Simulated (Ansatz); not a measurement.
SiC with Nb replacing Si: gradients before and after relaxing the atoms

Start: a supercell of SiC (zinc blende type, F-43m) built from a COD entry, with all atoms left at the host's positions.

```cif
data_NbSi26C27
_symmetry_space_group_name_H-M 'F-43m'
_symmetry_Int_Tables_number 216
_cell_length_a 13.0740
_cell_length_b 13.0740
_cell_length_c 13.0740
_cell_angle_alpha 90.000
_cell_angle_beta 90.000
_cell_angle_gamma 90.000
loop_
_atom_site_label
_atom_site_type_symbol
_atom_site_symmetry_multiplicity
_atom_site_Wyckoff_symbol
_atom_site_fract_x
_atom_site_fract_y
_atom_site_fract_z
Nb Nb 4 a 0.0000 0.0000 0.0000
Si2 Si 48 h 0.1667 0.0000 0.1667
Si5 Si 16 e 0.3333 0.8333 0.1667
Si9 Si 16 e 0.6667 0.6667 0.3333
Si15 Si 24 f 0.5000 0.6667 0.5000
C28 C 16 e 0.0833 0.9167 0.0833
C29 C 24 g 0.2500 0.9167 0.2500
C33 C 48 h 0.5833 0.7500 0.4167
C41 C 16 e 0.4167 0.5833 0.4167
C54 C 4 c 0.7500 0.2500 0.7500
```

One atom of each set is listed; the run and its k-mesh use a cell of 54 atoms with edges of 9.24, 9.24, 9.24 Å.

All values are calculated (Ansatz; DFT, PBE, plane waves and PAW, scalar-relativistic, collinear spin, 420 eV cutoff, Γ-centred 3×3×3 k-points, Fermi–Dirac smearing 0.01 eV), not measured. Start moments as typed (μB): 1 on each Nb, none on the rest.

The largest force at the start is 4.6 eV/Å. Relaxing the ions at fixed cell moves them by 0.138 Å at most (atom 28, C) and 0.040 Å rms.

```
site  moved (Å)              first shell before               first shell after  V_zz before (10²¹ V/m²)  η before
  Nb      0.000                   4 C at 1.89 Å                   4 C at 2.03 Å                     0.00         –
 Si2      0.030                   4 C at 1.89 Å              4 C at 1.87–1.88 Å                     1.41      0.04
 Si5      0.004                   4 C at 1.89 Å              4 C at 1.88–1.89 Å                   -0.100      0.00
 Si9      0.000                   4 C at 1.89 Å                   4 C at 1.89 Å                    -0.18      0.00
Si15      0.003                   4 C at 1.89 Å                   4 C at 1.89 Å                    -0.11      0.12
 C28      0.138  1 Nb at 1.89 Å, 3 Si at 1.89 Å  3 Si at 1.87 Å, 1 Nb at 2.03 Å                    -1.54      0.00
 C29      0.003                  4 Si at 1.89 Å             4 Si at 1.87–1.89 Å                     0.33      0.26
 C33      0.002                  4 Si at 1.89 Å             4 Si at 1.88–1.89 Å                    -0.14      0.01
 C41      0.001                  4 Si at 1.89 Å             4 Si at 1.88–1.89 Å                   -0.020      0.00
```

Problem. How do the gradients change?

Solution. 

```
site  V_zz after  η after  change of V_zz
  Nb        0.00        –            0.00
 Si2        1.17     0.66           -0.24
 Si5       -0.14     0.00           -0.04
 Si9       -0.15     0.00           +0.03
Si15       -0.13     0.29           -0.02
 C28       -1.32     0.00           +0.22
 C29        0.11     0.94               –
 C33       0.068     0.91               –
 C41      -0.023     0.00            0.00
```

The largest change of V_zz along a kept axis is on Si2, from 1.41 to 1.17. Where |V_zz| stays above 0.1 and the axes keep their order, η moves most on Si2, from 0.04 to 0.66. On C29, C33 the largest principal value lies along another axis in the second run, so the two V_zz can't be compared directly. Other sites without a gradient aren't listed.

The defect repeats with the cell of 54 atoms, so it feels its images: sites between two images don't show the values beside a lone defect, and zeros or small values of η there can come from the images' arrangement. The defect cell has no gap above 0.1 eV on its mesh, so the values can hang on the smearing and the k-mesh. Without spin–orbit coupling (the program notes it for Nb) the gradients can shift somewhat, as the gap is small. The run lost most of its start moments on Nb; a state with other moments may lie lower.
Before: The cell keeps the host's lattice, where the PBE pressure is 7 GPa. The neighbours have not yet relaxed around the defect (largest force 4.6 eV/Å), so the values at and beside it are those of a strained start, not of the defect in a real crystal.
After: The relaxation keeps the site symmetry -43m of the start, so the impurity can't leave its site; a distortion that would localise the partly filled state isn't explored. The cell keeps the host's lattice, where the PBE pressure is 6 GPa.
